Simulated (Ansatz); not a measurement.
MgS:
```
MgS
1.0
    0.00000     2.60157     2.60157
    2.60157     0.00000     2.60157
    2.60157     2.60157     0.00000
S Mg
1 1
Cartesian
  0.00000   0.00000   0.00000
  2.60157   2.60157   2.60157
```

Relaxed with r²SCAN. Special points in fractions of this cell's reciprocal vectors: Γ (0.000, 0.000, 0.000); X (0.500, 0.000, 0.500); U (0.625, 0.250, 0.625); K (0.375, 0.375, 0.750); L (0.500, 0.500, 0.500); W (0.500, 0.250, 0.750).

List the band energies nearest the valence-band maximum at these points for DFT-r²SCAN in the program Ansatz with PAW potentials.

In eV from the valence-band maximum; about four levels below and three above (degenerate sets whole), none deeper than 8.9 eV; points with the same levels are listed once.

```
k              below                above
-  -----------------  -------------------
Γ     0.00 0.00 0.00  4.64 8.48 8.48 8.48
X  -4.27 -1.73 -1.73      3.46 4.91 13.15
U  -3.75 -3.20 -1.40      4.56 7.32 10.39
L  -4.87 -0.62 -0.62       5.21 7.49 7.49
W  -3.28 -3.28 -2.34       5.92 8.59 8.59
```

Space group Fm-3m (rock salt). The cell was relaxed with r²SCAN under the symmetry of its start; phonons on a q-mesh show no instability.

Potentials: the later of the program's two PAW sets.
